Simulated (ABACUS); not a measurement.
A self-consistent single point of TaN (Amm2, 2 atoms in the cell; from Materials Project mp-1459, changed as shown) with ABACUS.

Method: PBEsol, numerical atomic orbitals DZP (confined pseudo-atomic orbitals with Gaussian additions; energy shift 0.01 Ry), PseudoDojo 0.4 standard norm-conserving PBEsol (tails mended) pseudopotentials in ABACUS 3.10.1.

The change in words: atom 1 moved by -0.08 angstrom along y. Reference geometry (P-6m2):
```
CELL_PARAMETERS angstrom
      3.01021     0.00000     0.00000
     -1.50510     2.60691     0.00000
      0.00000     0.00000     2.95926
ATOMIC_POSITIONS crystal
  Ta 0.00000 0.00000 0.50000
  N  0.66667 0.33333 0.00000
```

Reference input (self-consistent single point, DFT, PBEsol, numerical atomic orbitals DZP (confined pseudo-atomic orbitals with Gaussian additions; energy shift 0.01 Ry), PseudoDojo 0.4 standard norm-conserving PBEsol (tails mended) pseudopotentials): basis = DZP numerical atomic orbitals, energy shift 0.01 Ry; KPT = Gamma 14 14 12 0 0 0; basis_type = lcao; dft_functional = PBESOL; ecutwfc = 100 Ry; smearing_method = mp; smearing_sigma = 0.00734986 Ry; potentials = PseudoDojo 0.4 standard norm-conserving PBEsol (tails mended); symmetry = 1; symmetry_prec = 1e-05; ks_solver = scalapack_gvx; scf_nmax = 100. This run's input differs from it in these lines:

```diff
@@ -44,3 +44,3 @@
 1
-   0.0000000000    0.0000000000    2.7960907415 1 1 1
+  -0.0000000290   -0.1511799359    2.7960907415 1 1 1
```

The program printed (abridged):

```
 SELF-CONSISTENT
 -------------------------------------------

                  longest orb rcut (Bohr) = 7.5
   longest nonlocal projector rcut (Bohr) = 2.3
                     search radius (Bohr) = 19.6

                          real space grid = [ 40, 40, 36 ]
                                 init_chg = atomic

 LCAO ALGORITHM --------------- ION=   1  ELEC=   1--------------------------------

 Density error is 0.10842923869
 E_KohnSham     -150.8190348537      -2051.9982408705
 E_Fermi        1.3910627216         18.9263792890

 LCAO ALGORITHM --------------- ION=   1  ELEC=   2--------------------------------

   [... lines left out ...]

   [... 5 blocks of this kind left out ...]

 LCAO ALGORITHM --------------- ION=   1  ELEC=   8--------------------------------

 Density error is 6.71665114545e-07
 E_KohnSham     -150.9947489735      -2054.3889541194
 E_Fermi        1.3487078354         18.3501114982

 LCAO ALGORITHM --------------- ION=   1  ELEC=   9--------------------------------

 Density error is 4.24308763901e-08
 E_KohnSham     -150.9947489735      -2054.3889541190
 E_KS(sigma->0) -150.9947492617      -2054.3889580403
 E_entropy(-TS) 0.0000008646         0.0000117640
 E_Fermi        1.3487075098         18.3501070680
 charge density convergence is achieved
 final etot is -2054.3889541 eV
 EFERMI = 18.350107068 eV

 STATE ENERGY(eV) AND OCCUPATIONS    NSPIN == 1
   [... 16 lines left out ...]

 TOTAL-FORCE (eV/Angstrom)
                       Ta1         0.0000000000         0.8396805195         0.0000000000
                        N1         0.0000000000        -0.8396805195         0.0000000000

 TOTAL-STRESS (KBAR)
      -224.6462709487         0.0000430992         0.0000000000
         0.0000430992      -223.0402110837         0.0000000000
         0.0000000000         0.0000000000      -245.5951195087
 TOTAL-PRESSURE: -231.093867 KBAR

 --------------------------------------------
 !FINAL_ETOT_IS -2054.3889541189610100 eV
 --------------------------------------------
```

The run converged in 9 iterations. Against the reference run the free energy goes up by 16.7 meV/atom, the pressure goes from -23.82 to -23.11 GPa and the largest force goes from under 0.1 to 0.84 eV/Å.

The atom-centred basis is finite, which shifts total energies, pressures and forces against plane waves. The structure comes from a collection of computed structures, made at another level of theory; the collection holds predicted forms beside known ones. Its lattice was then scaled. At this pressure the cell is far from its equilibrium volume at this level.

Cost on one core: very roughly 27 core-seconds.

The atomic orbitals were generated for these runs; they are not ABACUS's published sets and were checked against plane waves on a few crystals only.

“Tails mended”: in these copies of the files the far tail of each local potential was reset to the Coulomb form.
